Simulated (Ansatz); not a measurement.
## FePt (P4/mmm): electronic heat capacity from the density of states

Computed with Ansatz, DFT r2SCAN, scalar-relativistic, plane waves, PAW.

Cutoff 500 eV; k points 16×16×12 on the computed 2-atom cell (Γ-centred); Gaussian smearing, width 0.10 eV; collinear spin from starting moments 3.61 0.44 μB.

Relaxed cell: P4/mmm, a = 2.732 Å, b = 2.732 Å, c = 3.727 Å, α = 90.00°, β = 90.00°, γ = 90.00°, 2 atoms in the primitive cell. Whether it is the stable form of this composition wasn't checked.

The density of states at the Fermi level is 1.283 states/eV in the cell of 2 atoms (1 formula unit; both spins, tetrahedra on a 24×24×18 mesh). The run ends with a moment of 3.55 μB a cell (largest on a site 3.28 μB), and the figure is for this state; a paramagnetic sample can have a quite different one. Another magnetic order, if the compound takes it, can change N(E_F) and the shape of the cell a good deal.

What Sommerfeld coefficient does this give?

Per formula unit N(E_F) = 1.283 states/eV. γ = (π²/3) k_B² N(E_F) N_A = 2.357 mJ/(mol K²) per state/eV, so γ = 3.0 mJ/(mol K²), a mole of formula units. This is the bare band result: a measured γ of the same phase and magnetic order is as a rule larger by a factor 1 + λ from phonons and spin fluctuations. N(E_F) at one energy is sensitive to the mesh where the density of states has sharp peaks.

The state reached may not be the lowest one. Spin-orbit coupling is left out, which matters for the bands of heavy elements. Only parallel moments were tried here.

Only this magnetic start was tried.

Cost: 1 run of about 1.9 core-minutes, on Intel Xeon Platinum 8259CL (Skylake/Cascade Lake) (shared hosts).